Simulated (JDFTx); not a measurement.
MoSi2(001) slab cut from bulk MoSi2 (space group I4/mmm, indices of the conventional cell, lattice of the Materials Project entry mp-2592, not re-optimised): 6 atoms in 6 planes, a 1x1 cell of 10.27 Å² (|a| = 3.204, |b| = 3.204 Å), 6.4 Å between the outermost planes, Si outermost, slab composition Mo2Si4, cell height 22.5 Å, 6×6×1 k mesh, Fermi smearing 0.01 Ha, no spin polarisation. Whether this polymorph is the ambient one wasn't checked.

Computed with a modified build of JDFTx: PBE, GBRV ultrasoft potentials, plane waves to 20/100 Ha. Liquid: CANDLE, water, 1 M NaCl. The neutral cell holds 44 valence electrons and has two faces of 10.267 Å² each. Last filling lines of the neutral and of a charged run (μ in hartree, zero in the bulk liquid):

```
FillingsUpdate:  mu: -0.154712492  nElectrons: 44.000000
FillingsUpdate:  mu: -0.165004000  nElectrons: 43.953709
```

A calculation by hand: both potentials, by the convention U = −μ/e − 4.44 V vs SHE, the surface charge density and the mean capacitance.

U_pzc = 0.15471 × 27.2114 − 4.44 = -0.23 V; U = 0.16500 × 27.2114 − 4.44 = 0.05 V. The cell has -0.0463 excess electrons, a net charge of 0.0463 e, shared by two faces: σ = 0.0463 e / (2 × 10.267 Å²) = 0.00225 e/Å² = 3.6 μC/cm² (1 e/Å² = 1602.18 μC/cm²). C = σ/(U − U_pzc) = 3.6/0.28 ≈ 13 μF/cm².
